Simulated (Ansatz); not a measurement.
# Ta3Sb: do energies and stresses tell the same story?

Method: DFT PBEsol, scalar-relativistic, plane waves, PAW (Ansatz 0.2.0).

Plane waves to 420 eV, a k mesh through Γ of 8×8×8 on the computed 8-atom cell and Gaussian smearing (0.10 eV); no spin polarisation.

Relaxed cell: Pm-3n, a = 5.239 Å, b = 5.239 Å, c = 5.239 Å, α = 90.00°, β = 90.00°, γ = 90.00°, 8 atoms in the primitive cell. Whether it is the stable form of this composition wasn't checked.

Energies at zero smearing and pressures from the stress tensor, at volumes with shape and atoms relaxed:
```csv
V (Å³/atom),E − E(first) (meV/atom),P (GPa)
16.898,0.00,14.26
17.437,-34.68,6.56
17.976,-45.40,0.00
18.516,-35.68,-5.61
19.055,-8.53,-10.38
```

Check P = −dE/dV between neighbouring volumes, and get the bulk modulus from the pressures alone.

With 1 eV/Å³ = 160.2 GPa:
| middle V (Å³/atom) | −ΔE/ΔV (GPa) | mean P (GPa) |
| --- | --- | --- |
| 17.167 | 10.302 | 10.413 |
| 17.707 | 3.187 | 3.279 |
| 18.246 | -2.887 | -2.807 |
| 18.785 | -8.066 | -7.995 |

The two differ by 0.11 GPa at most. The mean of two end pressures misses the average over a step by about ΔV² P″/12, up to 0.10 GPa here; with that taken off 0.01 GPa remains. Around V = 17.976 Å³/atom, the two neighbours give B = −V ΔP/ΔV = 17.976 × 12.17 / 1.079 = 202.9 GPa, against B0 = 201.9 GPa from the Birch–Murnaghan fit of the energies.

Spin–orbit coupling is left out, which can shift energies with elements as heavy as these.